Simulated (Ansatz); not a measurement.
Computed properties of Fe$_{2}$P$_{2}$O$_{7}$

Fe2P2O7:
```
Fe2P2O7
1.0
   -4.50138     0.00000     0.00000
    0.81982     1.42889    -5.32202
    0.85093    -5.12990     0.00000
Fe P O
2 2 7
Cartesian
 -1.30988  -0.65476  -3.73865
 -1.52075  -3.04624  -1.58337
  0.90215  -2.90518  -4.19645
 -3.73278  -0.79582  -1.12557
  0.00000   0.00000   0.00000
 -0.33010  -1.43445  -1.96738
 -2.50053  -2.26655  -3.35465
  0.08310  -3.91575  -3.41081
 -2.91374   0.21475  -1.91121
  0.01974  -1.87588  -4.89512
 -2.85037  -1.82512  -0.42690
```
The run is spin-polarised; directions of the spins, atom by atom: ↑ ↑ 0 0 0 0 0 0 0 0 0.

Space group P-1 (No. 2); conventional cell a = 4.5014 Å, b = 5.2000 Å, c = 5.5712 Å, α = 103.23°, β = 98.46°, γ = 99.42°.

Method: the program Ansatz at the r²SCAN level (PAW). Geometry: relaxed at this level of theory. Other levels are named where they apply.

### Cell and energy

- Volume per atom = 11.17 Å³
- Density = 3.86 g/cm³
- Formation energy from the elements (no fitted shifts) = -2.03 eV/atom

### Electronic structure

- Band gap: 1.12 eV (indirect)
- Valence-band maximum: at U2 (k = 0.500, 0.000, 0.500 in fractions of the reciprocal vectors)
- Conduction-band minimum: at Z (k = 0.000, 0.000, 0.500 in fractions of the reciprocal vectors)
- Smallest direct gap on the standard path: 1.19 eV
- Electron effective mass: 1.9, 5.5, 7.6 mₑ (principal values)
- Hole effective mass: 5.2, 12, 26 mₑ (principal values)

### Magnetism

- Magnetic order = ferromagnetic
- Net moment = 0.73 μB per atom

### Charges

* **Bader charges**: Fe +1.52, P +3.90, O -1.64 to -1.53 e

The workflow started from an entry of the Crystallography Open Database (COD), which files this formula under 3 space groups. Whether it is the stable phase at ambient conditions was not checked. Symmetry was held in the r²SCAN relaxation; its stability against distortions is not shown here. Magnetic state: ferromagnetic, chosen from 2 collinear starts compared on coarse meshes (ties went to the first, and starts can fall back to one state), not a proven ground state. Other orbital occupations within this spin state were not tried. No Hubbard U is applied. The references are the lowest solids computed at this level, not always the standard phases (solids in place of the gases).

Potentials: the later of the program's two PAW sets.
